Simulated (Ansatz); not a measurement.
Computed with DFT PBE, scalar-relativistic, plane waves, PAW (Ansatz). All cells share a 420 eV cutoff and Γ-centred k meshes spaced at most about 0.3 Å⁻¹ (about 0.25 or finer for metals, 2π included). No spin polarisation in the final relaxations.

Temperature and zero-point effects are left out. All come from trial cells, and lower structures may exist.

Task: Which of these relaxed structures of InReS4 is the lowest in energy?
A.

```xyz
6
Lattice="3.0335 0.0000 0.0000 0.0000 3.0335 0.0000 0.0000 0.0000 13.7696" Properties=species:S:1:pos:R:3 pbc="T T T"
In    0.0000    0.0000    0.0000
Re    1.5167    1.5167    6.8848
S     1.5167    1.5167    1.7025
S     0.0000    0.0000    8.3155
S     0.0000    0.0000    5.4540
S     1.5167    1.5167   12.0671
```

B.

```xyz
6
Lattice="4.2090 0.0000 0.0000 0.0000 4.2090 0.0000 0.0000 0.0000 6.3288" Properties=species:S:1:pos:R:3 pbc="T T T"
In    0.0000    0.0000    0.0000
Re    2.1045    2.1045    3.1644
S     2.1045    0.0000    4.5364
S     0.0000    2.1045    1.7924
S     2.1045    0.0000    1.7924
S     0.0000    2.1045    4.5364
```

Result: B. It has In and Re ordered on fluorite sites, space group P4/mmm (No. 123); the next, A, with space group P4/mmm (No. 123), lies 200 meV/atom higher. Counting S atoms around In and Re (those within 1.25 times the shortest such distance or 1.15 times the sum of covalent radii), the lowest and the next both have In 8, Re 8.

Weakly bound directions are ill-defined at this level, which has no dispersion term (P4/mmm at 21.1 Å³/atom), and this can change margins and order among such cells. Spin–orbit coupling, which can matter for Re, is left out. Cells relaxed within their symmetry can be saddle points. Some structure types and database cells were kept out of the candidates from the start, so a known form may be missing.
